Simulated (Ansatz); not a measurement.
Space group P6/mmm (No. 191). a = 5.205 Å, b = 5.205 Å, c = 2.904 Å, α = 90.00°, β = 90.00°, γ = 120.00°
```json
{"atom": "Ta", "site": "1a", "symmetry": "6/mmm", "x": "0.0000", "y": "0.0000", "z": "0.0000"}
{"atom": "Ta", "site": "2d", "symmetry": "-6m2", "x": "0.3333", "y": "0.6667", "z": "0.5000"}
{"atom": "N", "site": "3f", "symmetry": "mmm", "x": "0.5000", "y": "0.0000", "z": "0.0000"}
```

Equation of state of this TaN structure (not necessarily the ground state), with shape and atoms relaxed at each volume where symmetry leaves them free. It has no gap at any of these volumes. These are results of DFT PBEsol, scalar-relativistic, plane waves, PAW (Ansatz), not measurements.

Settings: cutoff 420 eV, Γ-centred mesh 12×12×12 on the computed 6-atom cell, Gaussian smearing of 0.10 eV; no spin polarisation.

| V (Å³/atom) | E − E(largest V) (meV/atom) | P (GPa) |
| --- | --- | --- |
| 10.672 | 8.23 | 21.02 |
| 11.013 | -24.18 | 9.72 |
| 11.353 | -34.32 | 0.03 |
| 11.694 | -25.34 | -8.29 |
| 12.034 | 0.00 | -15.40 |

**Question.** Fit a third-order Birch–Murnaghan equation to E(V).

**Answer.** V0 = 11.35 Å³/atom, B0 = 299 GPa, B0' = 4.1.

Spin-orbit coupling is left out, which matters for the bands of heavy elements.

This form isn't the usual stable structure of the compound.

Cost: 5 runs of about 1.9 core-minutes in all, on AMD EPYC 9R45 (Zen 5) (shared hosts).